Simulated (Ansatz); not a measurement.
An Ansatz input:

```yaml
crystal:
  lattice:
    - [-4.3197825824, 4.3204062066, 1.7894848593]
    - [4.3204062066, -4.3197825824, 1.7894848593]
    - [2.335697255, 2.335697255, -1.7883426906]
  atoms:
    - { symbol: Yb, position: [4.1093e-06, 0.9999958907, 1.0] }
    - { symbol: Yb, position: [0.7499958907, 0.2500041093, 0.5] }
hamiltonian:
  xc: r2scan
  pseudopotentials:
    kind: paw
    azcp:
      Yb: "pseudopotentials/Yb.paw.azcp"
basis:
  ecutwfc: 500
  fft_grid_basis: typed
kpoints:
  mp_grid: { grid: [12, 12, 11], shift: [0, 0, 0] }
magnetization:
  spin_polarized: false
scf:
  occupations: { method: fermi_dirac, width: 0.1 }
  lower_state_search: "off"
output:
  stress: true
```

Output

```
band count auto-derived: 30, from the close of a first SCF at 29 (N_el = 48.0; filled up to band 24; 29 by the electrons, moments and atoms)
Engine: ansatz 0.2.0, x86_64-unknown-linux-gnu
Pseudopotentials: kind: paw
Pseudopotential: Yb, paw, valence charge 24, recommended cutoff 500 eV (meta_gga) 
Functional definition: r2SCAN
  parameter k0 = 0.174
  parameter k1 = 0.065
  parameter a1 = 4.9479
  exchange = r2scan_x(k0 = k0, k1 = k1, a1 = a1)
  correlation = r2scan_c
Crystal: 2 atoms, lattice volume = 72.236 Å³
Basis set: ecut = 500 eV, 1817 PW (Γ), exchange–correlation on 192×192×120 points (64 copies of the dense FFT grid, shifted against one another)
Bands: 29, of which v1, the nominal top of the filled ones, is band 24 counted from 1 (23 counted from 0)
Symmetry: 4 space group operations
Space group: C2/c (ITA 15), of the structure as read, at distance tolerance 4.2e-5 Å
k-points: 433 of 1584
Non-local potential: Yb, projectors of the file, l = 0: 3, l = 1: 2, l = 2: 2, l = 3: 3
PAW form: soft (Blöchl's): semilocal exchange-correlation on the pseudo side does not see the compensation charge
PAW frozen core: Yb, regenerated for the run's functional (the file was generated under x = pbe(κ = 0.804, μ = 0.2195149727645171), c = pbe(β = 0.06672455060314922))
PAW one-centre angular grid: Yb, 2702 points (default); XC on 160 Gauss nodes
Initial density: superposition of atomic densities (neutral atoms: chi_scale 0, normalization atom), corrected by the library's trained network
Initial wavefunctions: pseudopotential atomic-orbital guess
Functional: x = r2scan, c = r2scan; τ floored in thin density (d = 2e-4 eV/Å³)
SCF iter   1: F=-27610.263352 eV  HF=-27611.772677 eV  |F-HF|=1.51e0  |Δ(HF+E_count)|=         —  Δρ=3.75e-2  dr2=8.65e-1  dr2_τ=2.52e-3  ethr=1.77e-3  ⟨swp⟩=5.3  Hψ=48923  notcnv=0
SCF iter   2: F=-27538.324607 eV  HF=-27614.448399 eV  |F-HF|=7.61e1  |Δ(HF+E_count)|=    2.68e0  Δρ=2.99e-1  dr2=5.22e1  dr2_τ=6.64e-2  ethr=1.77e-3  ⟨swp⟩=5.0  Hψ=37968  notcnv=0  defer=195  recentre
SCF iter   3: F=-27610.966595 eV  HF=-27611.721668 eV  |F-HF|=7.55e-1  |Δ(HF+E_count)|=    2.73e0  Δρ=2.65e-2  dr2=4.38e-1  dr2_τ=1.59e-3  ethr=1.77e-3  ⟨swp⟩=3.0  Hψ=30368  notcnv=0
SCF iter   4: F=-27611.678178 eV  HF=-27611.674572 eV  |F-HF|=3.61e-3  |Δ(HF+E_count)|=   4.71e-2  Δρ=3.41e-3  dr2=6.53e-3  dr2_τ=8.45e-4  ethr=9.12e-4  ⟨swp⟩=2.0  Hψ=25013  notcnv=0
SCF iter   5: F=-27611.679606 eV  HF=-27611.678886 eV  |F-HF|=7.20e-4  |Δ(HF+E_count)|=   4.31e-3  Δρ=1.58e-3  dr2=2.24e-3  dr2_τ=6.09e-5  ethr=1.36e-5  ⟨swp⟩=3.0  Hψ=25659  notcnv=0
SCF iter   6: F=-27611.650963 eV  HF=-27611.681606 eV  |F-HF|=3.06e-2  |Δ(HF+E_count)|=   2.72e-3  Δρ=6.23e-3  dr2=2.43e-2  dr2_τ=3.38e-5  ethr=4.67e-6  ⟨swp⟩=2.0  Hψ=24794  notcnv=0  recentre
Error: SIGTERM received: cancelled by the caller after 6 completed SCF iterations
```

The run was cut off at its time limit.
